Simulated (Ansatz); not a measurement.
TiO₂:
Space group Pbcn (No. 60); a = 4.5382 Å, b = 5.4947 Å, c = 4.8797 Å, α = 90.00°, β = 90.00°, γ = 90.00°

| atom | site | symmetry | x | y | z |
|---|---|---|---|---|---|
| Ti | 4c | .2. | 0.0000 | 0.1751 | 0.7500 |
| O | 8d | 1 | 0.2284 | 0.1182 | 0.4188 |

Relaxed with PBEsol. The program Ansatz at the PBEsol level (PAW) gives a gap of 2.66 eV.

What gap does HSE06 give on the same cell (Ansatz, PAW)?

4.22 eV, 1.56 eV more. The hybrid was solved on a coarser mesh and at special points; the gap given is the minimum over both.

```tsv
k	v1 PBEsol	c1 PBEsol	v1 HSE06	c1 HSE06
Γ	0.00	2.72	___	___
X	-0.25	3.17	___	___
Z	-0.30	2.66	-0.36	4.22
U	-0.50	3.04	-0.57	4.63
Y	-0.14	2.83	-0.16	4.41
S	-0.36	3.03	___	___
T	-0.45	2.96	___	___
R	-0.82	3.06	-0.89	4.64
```

Top valence (v1) and lowest conduction level (c1) in eV from each method's valence maximum (which need not be a listed point): supply the withheld HSE06 values.


- S, v1 HSE06: -0.41
- S, c1 HSE06: 4.64
- T, v1 HSE06: -0.50
- T, c1 HSE06: 4.54
- Γ, v1 HSE06: 0.00
- Γ, c1 HSE06: 4.28
- X, v1 HSE06: -0.27
- X, c1 HSE06: 4.77

Cost on shared cores: the PBEsol run (SCF on a 6×5×6 mesh, then bands and DOS) very roughly 4 core-minutes, the HSE06 run (SCF on 4×3×4, then a few points) around 8 core-minutes (rough); the tasks are unlike.

This is a known high-pressure phase of the composition, computed here at zero pressure and temperature. Symmetry was held in the PBEsol relaxation; whether a distortion lowers the energy is not shown. The run is not spin-polarised.

Potentials: the earlier of the program's two PAW sets. The files were generated under PBE; for other functionals the program regenerates the frozen cores, and for LDA and PBEsol the local potential too.
